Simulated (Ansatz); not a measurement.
SnTe (rock salt), relaxed with HSE06 (Ansatz, a program for electronic structure, plane waves, PAW): a = 6.3637 Å, b = 6.3637 Å, c = 6.3637 Å, α = 90.00°, β = 90.00°, γ = 90.00°.

```
Item                  Value
--------------------  -----
gap (eV)               0.23
B₀ by P(V) fit (GPa)   43.4
```

**Question.** The same phase is relaxed and computed with r²SCAN in the same code. What are the cell and these values now?

**Answer.** a = b = c = 6.374 Å, α = β = γ = 90.00°.

- gap (eV): 0.14
- B₀ by P(V) fit (GPa): 43.8

All cells were relaxed under the symmetry of their starts (and spin orders); stability against distortions was not tested throughout. Scalar-relativistic: spin–orbit coupling is off unless named, which matters more the heavier the elements.

Potentials: the later of the program's two PAW sets.

Ansatz is a plane-wave DFT program.
